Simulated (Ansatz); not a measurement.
LaZn2:
```yaml
crystal:
  lattice:
    - [-2.33778, 3.81221, 3.71576]
    - [2.33778, -3.81221, 3.71576]
    - [2.33778, 3.81221, -3.71576]
  atoms:
    - { symbol: Zn, position: [0.22772, 0.16331, 0.06441] }
    - { symbol: Zn, position: [0.59890, 0.16331, 0.43559] }
    - { symbol: Zn, position: [0.77228, 0.83669, 0.93559] }
    - { symbol: Zn, position: [0.40110, 0.83669, 0.56441] }
    - { symbol: La, position: [0.79480, 0.54480, 0.25000] }
    - { symbol: La, position: [0.20520, 0.45520, 0.75000] }
```

Relaxed with r²SCAN.

Give the Bader charges and basin volumes of the independent atoms, DFT-r²SCAN in the program Ansatz with PAW potentials.



```csv
atom,Bader charge (e),Bader volume (Å³)
Zn1,-0.64,21.0
La5,+1.29,24.3
```

Space group Imma. The workflow started from an entry of the Crystallography Open Database (COD). Whether it is the stable phase at ambient conditions was not checked. The cell was relaxed with r²SCAN under the symmetry of its start; its stability against distortions is not shown here. Scalar-relativistic: spin–orbit coupling is off unless named, which matters more the heavier the elements.

Potentials: the later of the program's two PAW sets.
